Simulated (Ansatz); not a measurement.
# Every step of a relaxation of hcp Ti (10-10), 6 layers

DFT, r2SCAN, PAW with Ansatz's default frozen-core files, scalar-relativistic (Ansatz 0.2.0); a Γ-centred 11×7×1 k mesh, Fermi–Dirac smearing of 0.08 eV, no spin polarisation. The run relaxes the atoms in the fixed cell.

Command: `ansatz run input.yaml --threads 2 --pin off --max-ram 4096MiB --backend cpu --events-out ev --progress --plain --runs-dir out` It took 3.6 min on 2 threads of Arm Neoverse V1, with other jobs on the host, peak memory 1.1 GiB.

```yaml
crystal:
  lattice:
    - [2.9357957037, 0.0, 0.0]
    - [0.0, 4.6399393917, 0.0]
    - [0.0, 0.0, 21.9324]
  atoms:
    - { symbol: Ti, position: [0.75, 0.75, 0.3647562842] }
    - { symbol: Ti, position: [0.25, 0.25, 0.4033973461] }
    - { symbol: Ti, position: [0.25, 0.75, 0.480679469] }
    - { symbol: Ti, position: [0.75, 0.25, 0.519320531] }
    - { symbol: Ti, position: [0.75, 0.75, 0.5966026539] }
    - { symbol: Ti, position: [0.25, 0.25, 0.6352437158] }
kpoints:
  mp_grid: { grid: [11, 7, 1] }
scf:
  occupations: { method: fermi_dirac, width: 0.08 }
hamiltonian:
  xc: r2scan
  pseudopotentials: { kind: paw }
output:
  forces: true
  stress: true
  eigenvalues: true
relax:
  f_tol: 0.01
  max_steps: 40
efield:
  axis: 3
  amplitude: 0
  dipole_correction: true
```

Each step lists its free energy a cell above the last geometry, and Cartesian positions (Å) with forces (eV/Å).

The first step:

```
step 1  dF = 56.23 meV
  Ti 2.2018 3.4800 8.0000   0.0000 0.0000 0.3362
  Ti 0.7339 1.1600 8.8475   0.0000 0.0000 0.2657
  Ti 0.7339 3.4800 10.5425   0.0000 0.0000 -0.1623
  Ti 2.2018 1.1600 11.3899   0.0000 0.0000 0.1623
  Ti 2.2018 3.4800 13.0849   0.0000 0.0000 -0.2657
  Ti 0.7339 1.1600 13.9324   0.0000 0.0000 -0.3362
```

The PAW files were made under PBE.

Task: Where does the relaxation end, and by which steps?

Result: After 5 geometries, with a shortest distance of 2.822 Å. The further steps:
```
step 2  dF = 57.80 meV  (not accepted)
  Ti 2.2018 3.4800 8.1948   0.0000 0.0000 -0.3323
  Ti 0.7339 1.1600 8.9967   0.0000 0.0000 -0.3722
  Ti 0.7339 3.4800 10.5526   0.0000 0.0000 0.0264
  Ti 2.2018 1.1600 11.3798   0.0000 0.0000 -0.0264
  Ti 2.2018 3.4800 12.9357   0.0000 0.0000 0.3722
  Ti 0.7339 1.1600 13.7376   0.0000 0.0000 0.3323
step 3  dF = 0.09 meV
  Ti 2.2018 3.4800 8.0941   0.0000 0.0000 0.0065
  Ti 0.7339 1.1600 8.9217   0.0000 0.0000 0.0116
  Ti 0.7339 3.4800 10.5350   0.0000 0.0000 -0.0118
  Ti 2.2018 1.1600 11.3974   0.0000 0.0000 0.0118
  Ti 2.2018 3.4800 13.0107   0.0000 0.0000 -0.0116
  Ti 0.7339 1.1600 13.8383   0.0000 0.0000 -0.0065
step 4  dF = 0.02 meV
  Ti 2.2018 3.4800 8.0930   0.0000 0.0000 0.0095
  Ti 0.7339 1.1600 8.9252   0.0000 0.0000 -0.0054
  Ti 0.7339 3.4800 10.5323   0.0000 0.0000 -0.0105
  Ti 2.2018 1.1600 11.4001   0.0000 0.0000 0.0105
  Ti 2.2018 3.4800 13.0072   0.0000 0.0000 0.0054
  Ti 0.7339 1.1600 13.8394   0.0000 0.0000 -0.0095
step 5  dF = 0.00 meV
  Ti 2.2018 3.4800 8.0945   0.0000 0.0000 -0.0019
  Ti 0.7339 1.1600 8.9253   0.0000 0.0000 -0.0005
  Ti 0.7339 3.4800 10.5312   0.0000 0.0000 0.0003
  Ti 2.2018 1.1600 11.4012   0.0000 0.0000 -0.0003
  Ti 2.2018 3.4800 13.0071   0.0000 0.0000 0.0005
  Ti 0.7339 1.1600 13.8379   0.0000 0.0000 0.0019
```
